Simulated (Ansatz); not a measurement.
The start is a generated trial cell of TiTe2 in the fluorite structure type. The structure is fully relaxed (lattice and positions, P = 0) with PBE (plane waves to 420 eV, PAW, scalar-relativistic; Ansatz, a program for electronic structure). First-step values are on the input's coarse k-mesh.

Ansatz input (later rounds restart from its end on a renewed k-mesh):
Ansatz 0.2 input:
```yaml
crystal:
  lattice:
    - [0, 3.263815, 3.263815]
    - [3.263815, 0, 3.263815]
    - [3.263815, 3.263815, 0]
  atoms:
    - { symbol: Ti, position: [0, 0, 0] }
    - { symbol: Te, position: [0.25, 0.25, 0.25] }
    - { symbol: Te, position: [0.75, 0.75, 0.75] }
basis: { ecutwfc: 420, ecutrho_ratio: 4, xc_grid: 2, fft_grid_basis: typed }
kpoints: { mp_grid: { grid: [6, 6, 6] } }
hamiltonian:
  xc: pbe
  dispersion: none
  pseudopotentials: { kind: paw }
scf: { occupations: { method: fermi_dirac, width: 0.05 } }
relax: { f_tol: 0.01, max_steps: 100, cell: { stress_tol: 0.02 } }
output: { forces: true, stress: true }
```

What pressure does the first self-consistent step give?

+14 GPa (positive: the cell is compressed).

How much energy is released per atom?

0.14 eV/atom.

How does the volume change?

+17.4 %, from 23.18 to 27.22 Å³/atom.

How do the shortest distances between atoms change?

The closest pairs of elements (up to four, under 3.6 Å), start → end: Te–Ti 2.83 → 2.98 Å; Te–Te 3.26 → 3.44 Å.

What band gap does the relaxed structure have at this level?

No gap (metallic).

What does it relax into? Give the structure.


```cif
data_Te8Ti4
_chemical_formula_sum 'Ti4 Te8'
_space_group_name_H-M_alt 'Fm-3m'
_space_group_IT_number 225
_space_group_name_Hall '-F 4 2 3'
_cell_length_a 6.88667
_cell_length_b 6.88667
_cell_length_c 6.88667
_cell_angle_alpha 90.000
_cell_angle_beta 90.000
_cell_angle_gamma 90.000
loop_
_atom_site_label
_atom_site_type_symbol
_atom_site_symmetry_multiplicity
_atom_site_Wyckoff_symbol
_atom_site_fract_x
_atom_site_fract_y
_atom_site_fract_z
_atom_site_occupancy
Ti1 Ti 4 a 0.00000 0.00000 0.00000 1
Te1 Te 8 c 0.25000 0.25000 0.25000 1
```
(The calculation used a cell of 3 atoms; values per cell refer to that cell.)

The space group stays Fm-3m (No. 225) (the run could not lower it); the end is AFLOW prototype AB2_cF12_225_a_c (C1, as in CaF2), with 3 atoms in the primitive cell. Final values are on a 12×12×12 k-mesh of the relaxed cell. No spin polarisation in the result. A magnetic state may lie lower.

The run could not lower the symmetry of its start; a shaken copy of this end point relaxes with PBE to R-3m (No. 166), 0.02 eV/atom lower.

The relaxed structure here is a generated cell of TiTe2: the first start was made by placing the elements on the sites of a structure type, and the end was not matched to a known phase here, so it may be hypothetical. Known forms of TiTe2 include space group No. 164.
